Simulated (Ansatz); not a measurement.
## HgPd: zone-centre modes under pressure

HgPd, P4/mmm, a = 2.992 Å, c = 3.675 Å. The structure is a COD entry; whether it is the stable form wasn't checked. Ansatz: LDA, PAW, 420 eV, Γ-centred 14×14×12 mesh on 2 atoms, Fermi-Dirac smearing 0.15 eV; no spin polarisation. Cell and atoms are relaxed at each pressure with the symmetry kept; optical modes at Γ by linear response, in cm⁻¹, matched by rank (the highest 2 distinct ones).

```tsv
P (GPa)	V (Å³/atom)	ω1	ω2
0	16.447	132.2	175.1
8	15.754	148.2	196.4
25	14.717	?	?
```

Get each mode's Grüneisen parameter γ = −d ln ω/d ln V from the other rows and predict the missing frequencies.

ln(V/V0) = 0.0000, -0.0430, -0.1111; a line through ln(ω/ω0) of the 2 known rows gives ω1: γ = 2.657, predicted 177.6, computed 174.2; ω2: γ = 2.670, predicted 235.6, computed 231.8. The worst miss is 1.9 %: γ isn't constant over this range. In a metal these frequencies hang on the mesh and smearing.

Spin–orbit coupling is left out, which can shift energies with elements as heavy as these.

Cost: 3 runs of about 4.9 core-minutes in all, on Arm Neoverse V2 (shared hosts).